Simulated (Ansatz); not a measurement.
Input and command of a plane-wave DFT calculation in Ansatz:

```yaml
crystal:
  lattice:
    - [0.0, 2.6101627283, 2.6101627283]
    - [5.2203254566, 2.6101627283, 2.6101627283]
    - [5.2203254566, 5.2203254566, 0.0]
  atoms:
    - { symbol: Mo, position: [1.0, 0.0, 0.0], spin: 2.0 }
    - { symbol: Se, position: [0.5, 0.5, 0.0] }
    - { symbol: Mo, position: [1.0, 0.0, 0.5], spin: -2.0 }
    - { symbol: Se, position: [0.5, 0.5, 0.5] }
basis:
  ecutwfc: 420
kpoints:
  mp_grid: { grid: [14, 14, 7] }
hamiltonian:
  xc: pbe
scf:
  occupations: { method: gaussian, width: 0.1 }
  lower_state_search: "off"
output:
  forces: true
  stress: true
  eigenvalues: true
  populations: true
magnetization:
  spin_polarized: true
```

```bash
ansatz run input.yaml --threads 1 --pin off --max-ram 2560MiB --backend cpu --events-out ev --progress --plain --runs-dir out
```

Processor: Intel(R) Xeon(R) 6975P-C (Granite Rapids), 1 thread, on a host shared with other jobs.

Estimate time, memory and problem size.

About 21 s on 1 thread of Intel(R) Xeon(R) 6975P-C (Granite Rapids) (shared host), peak memory 0.77 GiB. It solves 39 bands at 144 k points (the mesh reduced by the symmetry that the task leaves, which can be less than the crystal's) with about 1417 plane waves, in 14 SCF iterations.
